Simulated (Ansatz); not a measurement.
Mo₃Si (A15, Cr3Si type)

```
Mo3Si
1.0
    4.88448     0.00000     0.00000
    0.00000     4.88448     0.00000
    0.00000     0.00000     4.88448
Si Mo
2 6
Direct
  0.50000   0.50000   0.50000
  0.00000   0.00000   0.00000
  0.00000   0.50000   0.25000
  0.00000   0.50000   0.75000
  0.25000   0.00000   0.50000
  0.75000   0.00000   0.50000
  0.50000   0.25000   0.00000
  0.50000   0.75000   0.00000
```

The slice is a {210} plane (indices of the conventional cell) through the point (0.250, 0.000, 0.500) (fractional), spanned by u = [100] and v = [021] in vectors of this cell: u (4.88 Å) and v (10.92 Å, at 90° to u). It covers one period; positions are fractions (u, v).

Calculation: r2SCAN (plane waves to 500 eV, PAW, scalar-relativistic; Ansatz, a program for electronic structure). k mesh 10×10×10. Inside the PAW spheres the values are not all-electron values, and peaks at nuclei hang on which shells count as valence. Mo3Si is run without spin polarisation. Mo3Si was relaxed with its symmetry unable to fall.

Question: Predict the map of the electrostatic potential energy of an electron, from the cell's mean on the slice.

Answer: 
```
|xxx  xxxx  xx|
|xx *-xxxx=* x|
|:=#@%*--*%@#=|
|@@%#%@@@*=-+%|
|%@*=+%@* xxx:|
|+%*-=%% xxxxx|
|=@%*#@% xxxxx|
|*@%**@% xxxxx|
|%*   =%* xxx:|
|% xxxx+@#-:+%|
|# xxxx:@%+=#@|
|* xxxx-#.xxx+|
|*- xx *-xxxxx|
|**:  +#.xxxxx|
|*- xx *-xxxxx|
|* xxxx-#.xxx+|
|# xxxx:@%+=#@|
|% xxxx+@#-:+%|
|%*   =%* xxx:|
|*@%**@% xxxxx|
|=@%*#@% xxxxx|
|+%*-=%% xxxxx|
|%@*=+%@* xxx:|
|@@%#%@@@*=-+%|
|:=#@%*--*%@#=|
|xx *-xxxx=* x|
|xxx  xxxx  xx|
|xxx xxxxxx xx|
```
Scale: ten equal steps from 5.00 (start of ' ') to 13.29 (end of '@'), in the order ' .:-=+*#%@'. Values: electrostatic potential energy of an electron, from the cell's mean, in eV. The map has 13 points along u (one character each, u = 0 at the left) and 28 along v (v = 0 in the bottom row). Points within 1 Å of a nucleus are blanked (x), as the pseudised field means little there. Values under 5 eV are set to 5. The zero, the cell's mean, hangs on the PAW cores.
